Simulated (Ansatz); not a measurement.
C:
```xyz
8
Lattice="2.3250 4.5809 0.0000 -2.3250 4.5809 0.0000 -1.5429 0.0000 3.2543" Properties=species:S:1:pos:R:3 pbc="T T T"
C     -0.7865     7.3585     1.4581
C     -0.7564     1.8033     1.7963
C      0.0150     7.3585     0.1691
C     -1.5579     1.8033     3.0853
C     -2.4722     3.0334     2.8533
C      0.9293     6.1284     0.4011
C      0.1579     3.0334     2.0283
C     -1.7008     6.1284     1.2261
```

Relaxed with r²SCAN. Special points in fractions of this cell's reciprocal vectors: Γ (0.000, 0.000, 0.000); Y (0.500, 0.500, 0.000); M (0.500, 0.500, 0.500); A (0.000, 0.000, 0.500); L2 (0.000, 0.500, 0.500); V2 (0.000, 0.500, 0.000).

Q: List the band energies nearest the valence-band maximum at these points for plane-wave PAW r²SCAN (Ansatz code).

A: In eV from the valence-band maximum; about four levels below and three above (degenerate sets whole), none deeper than 8.9 eV; points with the same levels are listed once.

| k | below | above |
|---|---|---|
| Γ | -3.29 -2.70 -1.87 0.00 | 3.03 3.35 4.79 |
| Y | -2.86 -1.75 -1.70 -0.59 | 2.53 3.13 4.45 |
| M | -3.57 -3.57 -0.51 -0.51 | 1.56 1.56 6.57 6.57 |
| A | -3.94 -3.94 -1.02 -1.02 | 1.94 1.94 6.42 6.42 |
| L2 | -3.22 -2.68 -1.66 -0.73 | 1.03 3.79 5.20 |
| V2 | -3.76 -3.64 -1.64 -1.25 | 2.69 2.75 6.03 |

Space group C2/c. The start of the workflow was typed in or built on a structure type; neither database checked (COD, Materials Project) lists it. It is not the phase usual at ambient conditions (space group No. 194, 227). The cell was relaxed with r²SCAN under the symmetry of its start; its stability against distortions is not shown here. The volume moved by 103 % from the start of the relaxation.

Potentials: the earlier of the program's two PAW sets.
